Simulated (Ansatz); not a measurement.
Relaxing a structure of Ge

The start is a generated trial cell of Ge in the beta-Sn structure type. The structure is fully relaxed (lattice and positions, P = 0) with PBEsol (plane waves to 420 eV, PAW, scalar-relativistic; Ansatz, a first-principles code). First-step values are on the input's coarse k-mesh.

Ansatz input (later rounds restart from its end on a renewed k-mesh):
Ansatz 0.2 input:
```yaml
crystal:
  lattice:
    - [-2.661811, 2.661811, 1.452316]
    - [2.661811, -2.661811, 1.452316]
    - [2.661811, 2.661811, -1.452316]
  atoms:
    - { symbol: Ge, position: [0.75, 0.25, 0.5] }
    - { symbol: Ge, position: [0, 0, 0] }
basis: { ecutwfc: 420, ecutrho_ratio: 4, xc_grid: 2, fft_grid_basis: typed }
kpoints: { mp_grid: { grid: [9, 9, 9] } }
hamiltonian:
  xc: pbesol
  dispersion: none
  pseudopotentials: { azcp: { folder: ./paw }, kind: paw }
scf: { occupations: { method: fermi_dirac, width: 0.05 } }
relax: { f_tol: 0.01, max_steps: 100, cell: { stress_tol: 0.02 } }
output: { forces: true, stress: true }
```

| Item | Result |
|---|---|
| Initial pressure | -7 GPa (negative: the cell is under tension) |
| Outcome | The space group stays I4₁/amd (No. 141) (the run could not lower it); the end is AFLOW prototype A_tI4_141_a (A5, as in Sn), with 2 atoms in the primitive cell |
| Volume change | -10.8 %, from 20.58 to 18.35 Å³/atom |
| Shortest distances (start → end) | The closest pairs of elements (up to four, under 3.6 Å), start → end: Ge–Ge 2.76 → 2.65 Å |
| Optimiser moves | 7 |

The end point of the relaxation:

```cif
data_Ge4
_chemical_formula_sum 'Ge4'
_space_group_name_H-M_alt 'I41/amd :1'
_space_group_IT_number 141
_space_group_name_Hall 'I 4bw 2bw -1bw'
_cell_length_a 5.11871
_cell_length_b 5.11871
_cell_length_c 2.80101
_cell_angle_alpha 90.000
_cell_angle_beta 90.000
_cell_angle_gamma 90.000
loop_
_atom_site_label
_atom_site_type_symbol
_atom_site_symmetry_multiplicity
_atom_site_Wyckoff_symbol
_atom_site_fract_x
_atom_site_fract_y
_atom_site_fract_z
_atom_site_occupancy
Ge1 Ge 4 a 0.00000 0.00000 0.00000 1
```
(The calculation used a cell of 2 atoms; values per cell refer to that cell.)

Final values are on a 19×19×19 k-mesh of the relaxed cell. No spin polarisation in the result.

The run could not lose the symmetry of its start.

All atoms sit on sites fixed by symmetry, so only the cell could relax.

The relaxed structure has the type that Ge is known to take under pressure; here it was relaxed at zero pressure, from a generated start.
